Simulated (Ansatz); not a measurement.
A scan (energy against volume; even scaling of the relaxed cell, symmetry kept) gave these values. Method: PBE (plane waves to 420 eV, PAW, scalar-relativistic; Ansatz, a quantum-chemistry and plane-wave program).

The bulk modulus B₀ (third-order Birch-Murnaghan fit) is 54.0 GPa. The pressure derivative B₀′ (fit) is 4.0 and the equilibrium volume of the fit is 21.49 Å³/atom.

Q: Of these crystals, all scanned alike, which one is it?
A) CuI (zinc blende)
B) TiC (rock salt)
C) Mg₂Si (antifluorite type, space group Fm-3m)
D) Ni (fcc, Cu type)

A: C, Mg₂Si (antifluorite type, space group Fm-3m). The others have, for the bulk modulus: Ni 198 GPa, CuI 38.9 GPa, TiC 250 GPa

All were relaxed with their symmetry unable to fall. CuI is run without spin polarisation. Relaxed Ni ends ferromagnetic. Spin-orbit coupling is left out. TiC is run without spin polarisation. Other magnetic orders were not checked, so this need not be the ground state. (This holds for the magnetic or f-shell members.)

(Under strain, the slope of the energy per volume gives the stress and its curvature an elastic modulus.)
